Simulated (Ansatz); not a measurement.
**What DFT gives for RbVF₃**

```
Rb F V
1.0
     4.16956    0.00000    0.00000
     0.00000    4.16956    0.00000
     0.00000    0.00000    4.16956
Rb F V
1 3 1
Cartesian
  0.0000 0.0000 0.0000
  2.0848 2.0848 0.0000
  0.0000 2.0848 2.0848
  2.0848 0.0000 2.0848
  2.0848 2.0848 2.0848
```

The numbers come from plane-wave PAW DFT (Ansatz): LDA, spin-orbit coupling, 420 eV, 6×6×6 Γ-centred k points, fermi-dirac occupations (width 0.1 eV). Nothing was relaxed.

Magnetic state (reached from a saved solution, and it need not be the lowest): V5 along (0.23, -0.60, 0.76).

**Charges.** Bader charges in e: Rb +0.87, V +1.54, F -0.80. In the mean V gives up most and F takes most.
**Formation energy.** -2.73 eV an atom against the elements' usual phases (free molecules for gases, crystals otherwise, with no correction for O₂ or N₂), so it is bound against them; other compounds may still compete. Relaxing would lower it.
**Electronic structure.** Counting bands on this mesh leaves a gap of 0.26 eV, but it is narrow, so a finer mesh and a narrower smearing would have to settle it.
**Forces.** The forces vanish by the symmetry of the sites.
**Moments.** V5 2.69 μB of spin moment in Bader basins; net size 3.00 μB a cell.

Origin: a database entry at a rescaled volume. Caveats: semilocal functionals often miss the gap of such magnets; the gap is not wide against the smearing; the SCF threshold is loose for a stress.
